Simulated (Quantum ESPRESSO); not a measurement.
Empty bands for a GW run on GaN (zinc blende, space group F-43m, No. 216): 91 bands on a 6×6×6 mesh, PBEsol, PseudoDojo standard norm-conserving files, scalar-relativistic, Quantum ESPRESSO. The input, in which only the diagonalization keyword changes:

```
&CONTROL
  calculation = 'nscf'
  pseudo_dir = './pseudo'
  outdir = './out'
/
&SYSTEM
  ibrav = 0
  nat = 2
  ntyp = 2
  ecutwfc = 84.0
  ecutrho = 336.0
  occupations = 'fixed'
  force_symmorphic = .true.
  nbnd = 91
/
&ELECTRONS
  conv_thr = 2e-09
  diago_full_acc = .true.
  diago_thr_init = 1e-08
  diagonalization = 'david'
/
ATOMIC_SPECIES
N 14.0070 N.upf
Ga 69.7230 Ga.upf
CELL_PARAMETERS angstrom
  0.000000000000   2.249800655000   2.249800655000
  2.249800655000   0.000000000000   2.249800655000
  2.249800655000   2.249800655000   0.000000000000
ATOMIC_POSITIONS crystal
N   0.250000000000   0.250000000000   0.250000000000
Ga   0.000000000000   0.000000000000   0.000000000000
K_POINTS automatic
6 6 6 0 0 0
```

```csv
diagonalization,mean iterations per k point,rough time,largest change of an eigenvalue (eV)
david,21,1,–
cg,38,about 2×,1e-06
paro,14,within a factor of two,2e-07
```

An iteration means different work in each solver, so the counts don't rank them. Times are rough ratios from shared machines.

Spin-orbit coupling is not included.

Geometry relaxed with PBEsol.
